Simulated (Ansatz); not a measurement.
Data:

Relaxed BaTiO$_{3}$ (tetragonal-perovskite type, space group P4mm):

```
BaTiO3
1.0
    3.98510     0.00000     0.00000
    0.00000     3.98510     0.00000
    0.00000     0.00000     4.20426
Ti Ba O
1 1 3
Direct
  0.50000   0.50000   0.45787
  0.00000   0.00000   0.94066
  0.50000   0.50000   0.88874
  0.50000   0.00000   0.40937
  0.00000   0.50000   0.40937
```

Scan: atom 3 (O, nearest neighbour Ti at 1.811 Å; its periodic images, 4.0 Å or more away, move with it) is displaced towards the nearest neighbour, direction (0.000, 0.000, -1.000) in Cartesian axes, by s. The other atoms stay.

Method: PBE (plane waves to 420 eV, PAW, scalar-relativistic; Ansatz, a program for electronic structure). k mesh 7×7×6 (Γ-centred), Fermi-Dirac smearing 0.05 eV. The energy includes the smearing's −TS. Left out: 2 of 11 points, with atoms too close for the PAW data. BaTiO3 is run without spin polarisation. BaTiO3 was relaxed with its symmetry unable to fall. The PAW data are Ansatz's earlier set. ΔE is measured from the undisplaced structure.

The scan covers s from -0.180 to 0.108 Å in 9 points.

Problem. Is this a single well or a double well?

Solution. A single well with its minimum at or next to zero displacement.

Problem. Is the energy the same for displacements of ±0.108 Å, and if not, which side lies higher?

Solution. Not even: the positive side lies higher at ±0.108 Å. With its periodic images moving along, the atom's site symmetry in this cell is 4mm.

Problem. What is the energy change at s = 0.108 Å?

Solution. 117.9 meV/cell.

Problem. What force acts on the atom along the line at s = -0.180 Å?

Solution. 1.61 eV/Å.

Problem. What is the force constant k = d²E/ds² of this move at s = 0?

Solution. 16.1 eV/Å².

(For displaced atoms, the force is minus the slope of the energy, and its curvature is a force constant, which sets phonon frequencies.)
